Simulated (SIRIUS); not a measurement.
Band structure of WS2 (P6_3/mmc, 6 atoms in the cell; from Materials Project mp-224, lattice scaled a little).

```
WS2
1.0
    3.23485     0.00000     0.00000
   -1.61742     2.80146     0.00000
    0.00000     0.00000    13.18464
W S
2 4
Direct
  0.33333   0.66667   0.25000
  0.66667   0.33333   0.75000
  0.33333   0.66667   0.62980
  0.66667   0.33333   0.37020
  0.66667   0.33333   0.12980
  0.33333   0.66667   0.87020
```

All values come from this method and carry its errors: PBE, GBRV PBE ultrasoft pseudopotentials (plane waves; SIRIUS 7.12.0).

Settings: parameters.ngridk = 12 12 2; parameters.xc_functionals = [XC_GGA_X_PBE, XC_GGA_C_PBE]; parameters.gk_cutoff = 6.325 1/bohr; parameters.pw_cutoff = 14.143 1/bohr; parameters.smearing = gaussian; parameters.smearing_width = 0.00183747 Ha; potentials = GBRV PBE ultrasoft pseudopotentials; parameters.electronic_structure_method = pseudopotential; parameters.num_bands = 31; parameters.num_mag_dims = 0; parameters.num_dft_iter = 100; parameters.energy_tol = 1e-07 Ha; parameters.density_tol = 1e-06; mixer.type = anderson.

Spin-orbit coupling is left out, which matters for bands and gaps with elements this heavy. The structure comes from a collection of computed structures, made at another level of theory; the collection holds predicted forms beside known ones. Its lattice was then scaled.

Question: Predict the gap along the standard path and the places of the band edges.

Answer: The gap along the path is 1.23 eV, from Γ to K; the smallest direct gap on it is 1.64 eV.

Points are given in units of this cell's reciprocal vectors. Levels in eV from the top of the valence band on the path, bands 23 to 30:
| point | 23 | 24 | 25 | 26 | 27 | 28 | 29 | 30 |
|---|---|---|---|---|---|---|---|---|
| Γ (0 0 0) | -2.06 | -1.67 | -0.78 | 0.00 | 2.27 | 2.35 | 2.35 | 2.43 |
| M (0.5 0 0) | -1.82 | -1.74 | -1.40 | -1.31 | 2.18 | 2.20 | 2.56 | 2.68 |
| K (0.333 0.333 0) | -2.74 | -2.74 | -0.51 | -0.42 | 1.23 | 1.23 | 2.47 | 3.29 |
| A (0 0 0.5) | -2.07 | -2.07 | -0.26 | -0.26 | 2.27 | 2.39 | 2.39 | 2.39 |
| L (0.5 0 0.5) | -1.78 | -1.78 | -1.35 | -1.35 | 2.19 | 2.19 | 2.63 | 2.63 |
| H (0.333 0.333 0.5) | -2.80 | -2.80 | -0.47 | -0.47 | 1.23 | 1.23 | 2.78 | 3.32 |
